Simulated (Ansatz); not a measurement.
The cell is RuClBr (Janus 2H monolayer); cell and atoms were relaxed with r2SCAN. In-plane lattice: a = 3.524 Å, b = 3.524 Å, γ = 120.0°; thickness between the outer nuclei 3.08 Å. Around Ru lie 3 Br at 2.40 Å and 3 Cl at 2.72 Å; around Cl lie 3 Ru at 2.72 Å; around Br lie 3 Ru at 2.40 Å.

```yaml
crystal:
  lattice:
    - [3.52440, 0.00000, 0.00000]
    - [-1.76220, 3.05222, 0.00000]
    - [0.00000, 0.00000, 30.41436]
  atoms:
    - { symbol: Ru, position: [0.33333, 0.66667, 0.29009] }
    - { symbol: Cl, position: [0.66667, 0.33333, 0.34938] }
    - { symbol: Br, position: [0.66667, 0.33333, 0.24827] }
```
The sheet repeats along a and b alone.

The questions ask for values computed with the plane-wave code Ansatz on this geometry. No spin polarisation and no zero-point or thermal motion; the cell was built from a prototype and may be hypothetical.

**Question.** What gap does r2SCAN give, and where are the band edges?

**Answer.** The r2SCAN gap is indirect, 0.62 eV (K to K–Γ (0.59 of the way from K)), below the direct gap of 0.88 eV at K.

**Question.** What does HSE06 give for the gap (6×6×1 mesh)?

**Answer.** With HSE06 the valence top lies at K and the conduction bottom at K–Γ (0.59 of the way from K), 1.66 eV higher; the smallest vertical gap, at K, is 1.90 eV. The gap differs by +1.04 eV from r2SCAN's.

**Question.** Estimate the gap with PBE0 on 6×6×1.

**Answer.** The PBE0 gap is indirect, 2.42 eV (K to K–Γ (0.59 of the way from K)), below the direct gap of 2.65 eV at K. The gap differs by +1.80 eV from r2SCAN's.

**Question.** What does r2SCAN0 give for the gap (6×6×1 mesh)?

**Answer.** With r2SCAN0 the valence top lies at K and the conduction bottom at K–Γ (0.59 of the way from K), 2.74 eV higher; the smallest vertical gap, at K, is 2.93 eV. The gap differs by +2.12 eV from r2SCAN's.

**Question.** Order these levels by the gap that they give, smallest first.
A. PBE0
B. r2SCAN
C. r2SCAN0
D. HSE06
E. PBE
F. Hartree-Fock
G. LDA

**Answer.** G (0.33 eV), E (0.40 eV), B (0.62 eV), D (1.66 eV), A (2.42 eV), C (2.74 eV), F (8.76 eV).

Spin-orbit coupling is left out.

Where an edge lies off the special points, it is a point of the mesh or the k point where a search put PBE's edge or least direct gap, reused for the other functionals, whose own edges may lie a little apart.

The meshes of the hybrids are coarse, so their gaps aren't converged to the digits shown.
